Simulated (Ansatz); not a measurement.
GaN:
```yaml
crystal:
  lattice:
    - [0.00000, 2.24918, 2.24918]
    - [2.24918, 0.00000, 2.24918]
    - [2.24918, 2.24918, 0.00000]
  atoms:
    - { symbol: Ga, position: [0.00000, 0.00000, 0.00000] }
    - { symbol: N, position: [0.25000, 0.25000, 0.25000] }
```

Plane-wave PAW PBEsol (Ansatz code) gives a gap of 1.70 eV without spin–orbit coupling, maximum at Γ, minimum at Γ.

**Question.** What happens when spin–orbit coupling is switched on?

**Answer.** The gap hardly moves, to 1.70 eV; maximum at Γ, minimum at Γ.

**Question.** How large is the spin–orbit splitting of the valence top at Γ?

**Answer.** The fourfold level lies 0.01 eV above the split-off pair.

**Question.** Give the electron effective mass with spin–orbit coupling.

**Answer.** 0.15 mₑ (isotropic).

Space group F-43m (zinc blende). Symmetry was held in the PBEsol relaxation.

Potentials: the earlier of the program's two PAW sets.
